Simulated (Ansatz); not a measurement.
A distorted cell of HfN (rock salt):

```
HfN
1.0
    0.00000     4.52593     4.52593
    2.26297     0.00000     2.26297
    2.26297     2.26297     0.00000
N Hf
2 2
Direct
  0.00000   0.00000   0.00000
  0.50000   0.00000   0.00000
  0.22017   0.44034   0.55966
  0.75000   0.50000   0.50000
```

The numbers are results of r2SCAN (plane waves to 500 eV, PAW, scalar-relativistic; Ansatz, a first-principles code), not measurements. k mesh 7×14×14 (Γ-centred), Fermi-Dirac smearing 0.05 eV. The energy includes the smearing's −TS. Stress and pressure are positive under compression. With partly filled bands, energies and forces of such displacements shift with the k mesh and the smearing. HfN is run without spin polarisation. HfN was relaxed with its symmetry unable to fall. Spin-orbit coupling is left out, though Hf is heavy. The PAW data are Ansatz's earlier set.

Q: Predict the force on every atom, in eV/Å.

A: 
| atom | Fx | Fy | Fz |
|---|---|---|---|
| N1 | -0.159 | 0.159 | -2.664 |
| N2 | 0.160 | -0.160 | -0.911 |
| Hf3 | -0.367 | 0.367 | 3.872 |
| Hf4 | 0.366 | -0.366 | -0.297 |

Q: Give the stress tensor in GPa and the pressure.

A: 
```
    0.1     -0.8     -0.6
   -0.8      0.1      0.6
   -0.6      0.6     17.3
```
The pressure, a third of the trace, is 5.8 GPa.

Q: In it atom 3 sits (0.000, 0.000, -0.270) Å away from its relaxed site. What is its energy relative to the relaxed cell?

A: 454 meV/cell.

(A displaced cell: forces are minus the slopes of the energy, force constants its curvatures, and phonons follow from these.)
